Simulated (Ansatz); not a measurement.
AlBRu3:
```
AlBRu3
1.0
    4.05073     0.00000     0.00000
    0.00000     4.05073     0.00000
    0.00000     0.00000     4.05073
Al Ru B
1 3 1
Cartesian
  0.00000   0.00000   0.00000
  0.00000   2.02536   2.02536
  2.02536   0.00000   2.02536
  2.02536   2.02536   0.00000
  2.02536   2.02536   2.02536
```

Relaxed with PBE. Special points in fractions of this cell's reciprocal vectors: Γ (0.000, 0.000, 0.000); X (0.000, 0.500, 0.000); M (0.500, 0.500, 0.000); R (0.500, 0.500, 0.500).

**Question.** List the band energies nearest the Fermi level at these points for plane-wave PAW PBE (Ansatz code).

**Answer.** In eV from the Fermi level; about four levels below and three above (degenerate sets whole), none deeper than 8.9 eV; points with the same levels are listed once.

```
k                          below                above
-  -----------------------------  -------------------
Γ  -0.75 -0.75 -0.75 -0.31 -0.31  1.42 1.60 1.60 1.60
X        -1.30 -0.68 -0.68 -0.43  0.10 1.60 3.50 3.50
M  -1.80 -1.80 -0.78 -0.62 -0.34  0.07 0.43 2.29 2.29
R  -1.09 -1.09 -1.09 -0.12 -0.12       1.30 1.30 1.30
```

Space group Pm-3m (cubic perovskite). The start of the workflow was typed in or built on a structure type; neither database checked (COD, Materials Project) lists it. Whether it is the stable phase at ambient conditions was not checked. Symmetry was held in the PBE relaxation; whether a distortion lowers the energy is not shown. No spin polarisation was allowed. Spin–orbit coupling is left out wherever it is not named.

Potentials: the later of the program's two PAW sets.
